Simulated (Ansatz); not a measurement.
SrPb: pressure against volume

A database entry relaxed whole under r2SCAN (Cmcm):

```
CELL_PARAMETERS angstrom
2.54921 -6.12000 0.00000
2.54921 6.12000 0.00000
0.00000 0.00000 4.68953
ATOMIC_POSITIONS crystal
Sr 0.86755 0.13245 0.25000
Sr 0.13245 0.86755 0.75000
Pb 0.58394 0.41606 0.25000
Pb 0.41606 0.58394 0.75000
```

The cell was scaled uniformly, its shape held, and the atoms relaxed at each volume with plane-wave PAW DFT (Ansatz 0.2.0; r2SCAN, 500 eV, 7×7×7 Γ-centred mesh, fermi-dirac occupations of width 0.100 eV; no spin, no spin-orbit coupling). One row is withheld.

```csv
volume (Å³/atom),energy over the lowest (meV/atom),pressure (GPa)
34.386,14.4,2.23
35.118,6.2,1.40
35.849,1.5,0.66
36.581,0.0,0.01
37.313,?,?
38.044,5.4,-1.13
38.776,11.7,-1.60
```

Problem. Fit the pressures of the other rows to the third-order Birch-Murnaghan form.

Solution. With f = [(V₀/V)^(2/3) − 1]/2 and P = 3B₀f(1 + 2f)^(5/2)[1 + 3(B₀′ − 4)f/2], least squares gives V₀ = 36.59 Å³ an atom, B₀ = 31.3 GPa and B₀′ = 4.4; the rows miss the fit by less than 0.01 GPa. The slope of the energies differs from these pressures by less than 0.05 GPa.

Problem. What does the withheld row hold?

Solution. The fit gives -0.59 GPa at 37.313 Å³; the run gave -0.59 GPa and 1.4 meV an atom.

Caveats: the shape of the cell was held, so B₀ is an upper bound where the axes differ in stiffness; 0 K, fixed nuclei; the symmetry was kept, and this need not be the phase that is stable at 0 K; one mesh for all volumes; pressure is positive in compression.
